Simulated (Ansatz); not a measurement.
Zr3Ga5 in space group Cmcm (No. 63; Pearson symbol oS32), r²SCAN in the plane-wave PAW code Ansatz, all energies at zero smearing, with the estimated change up to a 700 eV cutoff added, with one set of potentials and settings (totals compare only within such a set). Cell of 16 atoms (6 Zr, 10 Ga): -63083.894 eV.

```csv
element,reference phase,E (eV/atom)
Zr,"P6_3/mmc, 2 atoms in the cell",-4195.0547
Ga,"Cmce, 4 atoms in the cell",-3790.2722
```

Formation energy per atom, worked out: (-63083.894 − 6×(-4195.0547) − 10×(-3790.2722))/16 = -0.678 eV/atom (-65 kJ per mol of atoms), at 0 K, without zero-point energy or fitted corrections.

The first step of the workflow began from a Materials Project structure, measured or hypothetical; the Crystallography Open Database copy checked does not list it. Whether it is the stable phase at ambient conditions was not checked. Symmetry was held in the r²SCAN relaxation; whether a distortion lowers the energy is not shown. No spin polarisation was allowed. The references are the lowest solids computed at this level, not always the standard phases.

Potentials: the earlier of the program's two PAW sets.
